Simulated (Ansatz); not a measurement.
BP (zinc blende, F-43m), a = b = c = 4.491 Å, α = β = γ = 90.00°; the cell used has 2 atoms.

Relaxed with LDA.

### Question
Decompose the optical modes at the zone centre into irreducible representations, and say which are infrared and Raman allowed.

### Answer
Point group -43m: Γ_opt = T2. Infrared: T2. Raman: T2.

### Question
Assign frequencies (DFPT, DFT-LDA in the program Ansatz with PAW potentials; without the LO–TO term).

### Answer
T2 821 cm⁻¹.

Symmetry was held in the LDA relaxation; phonons on a q-mesh show no instability.

Potentials: the earlier of the program's two PAW sets.
